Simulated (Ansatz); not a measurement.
MgO (rock salt, Fm-3m), PBE (plane waves, PAW; program Ansatz): ε∞ = 3.24, cell volume 19.25 Å³. Infrared-active transverse modes:

```tsv
ω_TO (cm⁻¹)	oscillator strength S_xx (e²/amu)
364.6	0.4139
```

**Question.** Compute the static dielectric constant.

**Answer.** Each mode adds (4.921e7/V) S/ω²: 7.96. So ε0 = 11.2.

**Question.** What LO frequency does the Lyddane–Sachs–Teller relation give?

**Answer.** ω_LO = ω_TO √(ε0/ε∞) = 678 cm⁻¹.

Symmetry was held in the PBE relaxation; phonons on a q-mesh show no instability.

Potentials: the later of the program's two PAW sets.
